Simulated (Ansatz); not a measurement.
AlP in space group P6_3/mmc (No. 194; Al on 2c, P on 2d), plane-wave PAW PBE+D3(BJ) (Ansatz code), all energies at zero smearing, with the estimated change up to a 700 eV cutoff added, with one set of potentials and settings (totals compare only within such a set). Cell of 4 atoms (2 Al, 2 P): -2589.044 eV.

```
element             reference phase  E (eV/atom)
-------  --------------------------  -----------
Al       Fm-3m, 1 atoms in the cell    -537.8451
P         Cmce, 4 atoms in the cell    -756.0396
```

Formation energy per atom, worked out: (-2589.044 − 2×(-537.8451) − 2×(-756.0396))/4 = -0.319 eV/atom (-31 kJ per mol of atoms), at 0 K, without zero-point energy or fitted corrections.

The cell is a constructed one: a structure type filled with these elements; neither database checked (COD, Materials Project) lists it. It is not the phase usual at ambient conditions (space group No. 216). The cell was relaxed with PBE+D3(BJ) under the symmetry of its start; its stability against distortions is not shown here. The references are the lowest solids computed at this level, not always the standard phases.

Potentials: the earlier of the program's two PAW sets.
